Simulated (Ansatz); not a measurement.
# Ta$_{2}$O$_{5}$: a fit and a missing row

Ta$_{2}$O$_{5}$, Pmmm, a = 3.670 Å, b = 3.859 Å, c = 6.433 Å. The structure is a COD entry; whether it is the stable form wasn't checked. Ansatz: PBEsol, PAW, 420 eV, Γ-centred 10×10×6 mesh on 7 atoms, Gaussian smearing 0.02 eV; no spin polarisation. Shape and atoms are relaxed at each volume; pressure is positive in compression.

```tsv
V (Å³/atom)	P (GPa)
12.235	14.79
12.626	6.80
13.016	0.00
13.407	-5.74
13.797	?
```

Question: Take V0 = 13.016 Å³/atom, fit the third-order Birch–Murnaghan form to the other rows, and predict the missing pressure.

Answer: With the Eulerian strain f = ½[(V0/V)^(2/3) − 1] and y = P/[3f(1 + 2f)^(5/2)], the form is the line y = B0 + 1.5 B0 (B0′ − 4) f. Rows (f, y): 0.02106, 211.2; 0.01024, 210.4; -0.00977, 205.7. Means f = 0.007177, y = 209.10; Σ(Δf)² = 0.0004893, ΣΔfΔy = 0.09076; the slope is their ratio. y = 207.8 + 185.5 f GPa, so B0 = 207.8 GPa and B0′ = 4 + 2 × (185.5)/(3 × 207.8) = 4.60. At V = 13.797, f = -0.01905, y = 204.27 and P = -10.59 GPa. The run gave -10.53 GPa, so the fit is 0.06 GPa too low, a small miss on the scale of the series. The form still works here, 33 % of the fitted range beyond its end.

Spin–orbit coupling is left out, which can shift energies with elements as heavy as these.